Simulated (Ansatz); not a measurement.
With PBEsol in the plane-wave PAW code Ansatz, SiC3 in the tetragonal phase (P-4m2; C on 1a, C on 2g, Si on 1c) relaxes to a = 2.783 Å, c = 4.097 Å. C on 1a has 4 nearest neighbours from 1.64 Å (tetrahedral); Si has 4 nearest neighbours from 1.83 Å (tetrahedral). Its formation energy from the elements is 426 meV/atom, with no fitted shifts.

The Kohn–Sham gap is 1.15 eV (indirect). The valence maximum lies at Γ and the conduction minimum on the M–Γ line, 15 % of the way from M (4 equivalent valleys). HSE06 on the same cell gives 2.22 eV. The electron mass is 0.40, 0.44, 0.64 mₑ (principal values).

An equation-of-state fit gives a bulk modulus of 287 GPa. The relaxed-ion elastic constants in GPa are C11 = 655, C12 = 26.2, C13 = 144, C33 = 683, C44 = 308, C66 = 177. The elastic constants imply a Debye temperature near 1450 K. Perturbation theory gives ε∞ = 7.16 (xx = yy), 7.33 (zz). Letting the ions move raises it to ε0 = 9.05 (xx = yy), 8.52 (zz). Born charges are C -1.68 to +0.87, Si +2.49 e. Without the LO–TO term the highest mode at Γ lies at 1050 cm^-1.

The start of the workflow was typed in or built on a structure type; neither database checked (COD, Materials Project) lists it. Its standing as an ambient phase is unchecked. The cell was relaxed with PBEsol under the symmetry of its start; its stability against distortions is not shown here. Its formation energy is positive at this level, so the cell may be metastable or incomplete. The references are the lowest solids computed at this level, not always the standard phases.

Potentials: the earlier of the program's two PAW sets. The files were generated under PBE; for other functionals the program regenerates the frozen cores, and for LDA and PBEsol the local potential too.
